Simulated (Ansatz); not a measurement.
SiSnGeC in space group R3m (No. 160; C on 3a, Si on 3a, Ge on 3a, Sn on 3a), plane-wave PAW r²SCAN (Ansatz code), all energies at zero smearing, with the estimated change up to a 700 eV cutoff added, with one set of potentials and settings (totals compare only within such a set). Cell of 4 atoms (1 C, 1 Si, 1 Ge, 1 Sn): -11230.887 eV.

```tsv
element	reference phase	E (eV/atom)
C	P6_3/mmc, 4 atoms in the cell	-251.6688
Si	Fd-3m, 2 atoms in the cell	-639.0665
Ge	Fd-3m, 2 atoms in the cell	-4302.9121
Sn	Fd-3m, 2 atoms in the cell	-6038.7047
```

Formation energy per atom, worked out: (-11230.887 − 1×(-251.6688) − 1×(-639.0665) − 1×(-4302.9121) − 1×(-6038.7047))/4 = 0.366 eV/atom (35 kJ per mol of atoms), at 0 K, without zero-point energy or fitted corrections.

The start of the workflow was typed in or built on a structure type; neither database checked (COD, Materials Project) lists it. Its standing as an ambient phase is unchecked. The r²SCAN relaxation kept the symmetry of its start; its stability against distortions is not shown here. The volume moved by 22 % from the start of the relaxation. Its formation energy is positive at this level, so the cell may be metastable or incomplete. The references are the lowest solids computed at this level, not always the standard phases. Spin–orbit coupling is left out wherever it is not named.

Potentials: the earlier of the program's two PAW sets.
